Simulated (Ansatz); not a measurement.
AlRu:
```yaml
crystal:
  lattice:
    - [2.97618, 0.00000, 0.00000]
    - [0.00000, 2.97618, 0.00000]
    - [0.00000, 0.00000, 2.97618]
  atoms:
    - { symbol: Al, position: [0.00000, 0.00000, 0.00000] }
    - { symbol: Ru, position: [0.50000, 0.50000, 0.50000] }
```

Relaxed with PBEsol. Special points in fractions of this cell's reciprocal vectors: Γ (0.000, 0.000, 0.000); X (0.000, 0.500, 0.000); M (0.500, 0.500, 0.000); R (0.500, 0.500, 0.500).

Question: List the band energies nearest the Fermi level at these points for PBEsol with spin–orbit coupling (plane waves, PAW; program Ansatz).

Answer: In eV from the Fermi level; about four levels below and three above (degenerate sets whole), none deeper than 8.9 eV; points with the same levels are listed once.

```json
[
 {"k": "Γ", "below": "-3.71 -3.71 -3.71 -3.71", "above": "0.10 0.10 0.10 0.10"},
 {"k": "X", "below": "-1.72 -1.72 -1.60 -1.60", "above": "0.44 0.44 2.32 2.32"},
 {"k": "M", "below": "-1.27 -1.27 -1.16 -1.16", "above": "1.54 1.54 5.36 5.36"},
 {"k": "R", "below": "-4.77 -4.77 -4.77 -4.77 -4.68 -4.68", "above": "1.63 1.63 1.63 1.63"}
]
```

Space group Pm-3m (CsCl type). The cell was relaxed with PBEsol under the symmetry of its start; of distortions, only those at the zone centre were tested. No spin polarisation was allowed.

Potentials: the earlier of the program's two PAW sets.
